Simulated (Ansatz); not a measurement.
Each is relaxed and computed with the program Ansatz at the r²SCAN level (PAW). Which is the only metal?
A) AlN, wurtzite
B) AlB2Ru2, Cmmm (Al on 2a, Ru on 4j, B on 4i)
C) BaAlSiH, P3m1 (Ba on 1a, Al on 1c, Si on 1b, H on 1c)
D) AlBO3, R-3c (Al on 6b, B on 6a, O on 18e)

B, AlB2Ru2, Cmmm (Al on 2a, Ru on 4j, B on 4i). AlB2Ru2: metal; AlBO3: gap 6.85 eV (indirect); BaAlSiH: gap 0.96 eV (indirect); AlN: gap 4.88 eV (direct). Typed or built starts, not in the databases checked: AlB2Ru2, Cmmm (Al on 2a, Ru on 4j, B on 4i). Standing as an ambient phase not checked: AlBO3, R-3c (Al on 6b, B on 6a, O on 18e); BaAlSiH, P3m1 (Ba on 1a, Al on 1c, Si on 1b, H on 1c). All cells were relaxed under the symmetry of their starts (and spin orders); stability against distortions was not tested throughout. Rows with no word on spin ran without spin polarisation. Scalar-relativistic: spin–orbit coupling is off unless named, which matters more the heavier the elements.

Potentials: the later of the program's two PAW sets.
